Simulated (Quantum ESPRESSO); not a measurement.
```
CELL_PARAMETERS angstrom
      3.12034     0.00000     0.00000
     -1.56017     2.70229     0.00000
      0.00000     0.00000    16.10000
ATOMIC_POSITIONS crystal
  S  0.66667 0.33333 0.90355
  S  0.66667 0.33333 0.09645
  Mo 0.00000 0.00000 0.00000
```

The layer was cut from Materials Project entry mp-1434 and relaxed with LDA in a cell 16.1 Å high, with the Coulomb interaction truncated along z.

### Question
What does LDA (pw.x of Quantum ESPRESSO, ONCV potentials, no spin-orbit coupling) give for the electronic structure near the Fermi level?

### Answer
The LDA gap is direct, 1.86 eV at K. The valence-band maximum lies 6.15 eV below the vacuum level. Spin-orbit splittings are left out.
